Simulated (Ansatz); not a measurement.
Relaxed-ion elastic tensor of ZrRu (CsCl type, Pm-3m) in GPa (Voigt order), PBEsol in the plane-wave PAW code Ansatz; density 9.45 g/cm³, 16.89 Å³ per atom.

```csv
,1,2,3,4,5,6
1,351,122,122,0.0,0.0,0.0
2,122,351,122,0.0,0.0,0.0
3,122,122,351,0.0,0.0,0.0
4,0.0,0.0,0.0,67.7,0.0,0.0
5,0.0,0.0,0.0,0.0,67.7,0.0
6,0.0,0.0,0.0,0.0,0.0,67.7
```

**Question.** Is the crystal mechanically stable?

**Answer.** Yes: the smallest eigenvalue of C is 67.7 GPa.

**Question.** Work out the Voigt, Reuss and Hill averages.

**Answer.** K_V = 198, K_R = 198, K_H = 198; G_V = 86.5, G_R = 81.0, G_H = 83.7 GPa.

**Question.** Give Young's modulus, Poisson's ratio, Pugh's ratio and the universal anisotropy index.

**Answer.** E = 9KG/(3K + G) = 220 GPa; ν = 0.31; K/G = 2.37 (ductile by the Pugh limit of 1.75); A_U = 5G_V/G_R + K_V/K_R − 6 = 0.34.

**Question.** Estimate the sound speeds and the Debye temperature.

**Answer.** v_l = √((K + 4G/3)/ρ) = 5720 m/s, v_t = √(G/ρ) = 2980 m/s, mean 3330 m/s; Θ = (h/k)(3n/4πV)^(1/3) v_m = 386 K.

**Question.** Give the Zener ratio and Young's modulus along [100], [110] and [111].

**Answer.** A = 2C44/(C11 − C12) = 0.59; 1/E = S11 − 2(S11 − S12 − S44/2)Γ with Γ = 0, 1/4, 1/3 gives 288, 201, 182 GPa.

The workflow started from an entry of the Crystallography Open Database (COD). Whether it is the stable phase at ambient conditions was not checked. Symmetry was held in the PBEsol relaxation; its stability against distortions is not shown here. The run is not spin-polarised. As this level gives no gap, shear constants depend on the k-mesh and smearing (Fermi–Dirac, 0.1 eV here).

Potentials: the later of the program's two PAW sets.
